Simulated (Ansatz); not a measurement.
# Nuclear-site quantities of ScZn as the cell is scaled

```xyz
2
Lattice="3.3500 0.0000 0.0000 0.0000 3.3500 0.0000 0.0000 0.0000 3.3500" Properties=species:S:1:pos:R:3 pbc="T T T"
Sc    0.0000    0.0000    0.0000
Zn    1.6750    1.6750    1.6750
```

Atoms are numbered in the order listed.

The cell comes from COD entry 1527719, which wasn't checked; take it as a given geometry.

Spin polarisation is left out, and whether a magnetic state lies lower isn't shown here.

All numbers below come from DFT, PBEsol, all-electron PAW with datasets made for the crystal, scalar-relativistic (Ansatz 0.2.0).

The runs use a Γ-centred 10×10×10 k mesh, Fermi–Dirac smearing of 0.03 eV, cutoff 240 eV (chosen by the program for this cell), no spin polarisation.

The contact density is the mean electron density over the nuclear volume; its changes set Mössbauer isomer shifts. Changes below are taken from the unscaled cell, where it is 48473.8 e/Å³ at Sc1, 166360 e/Å³ at Zn2.

```tsv
V/V(cell)	P (GPa)	Δρ(0) Sc1 (e/Å³)	Δρ(0) Zn2 (e/Å³)
0.9400	1.6	0.36	1.74
0.9600	-0.2	0.23	1.12
0.9800	-1.8	0.11	0.54
0.9900	-2.6	0.06	0.27
1.0000	-3.3	0.00	0.00
1.0100	-4.0	-0.08	?
1.0200	-4.6	-0.11	-0.50
1.0400	-5.8	?	-0.97
1.0600	-6.9	-0.35	?
```

(1) Fill in "Δρ(0) Sc1 (e/Å³)" for the row "1.0400".

(2) Fill in "Δρ(0) Zn2 (e/Å³)" for the row "1.0600".

(3) Give the missing entry: row "1.0100", column "Δρ(0) Zn2 (e/Å³)".

The datasets are made afresh for each cell, so very small changes are uncertain.

Answers

(1) -0.21.

(2) -1.48.

(3) -0.32.
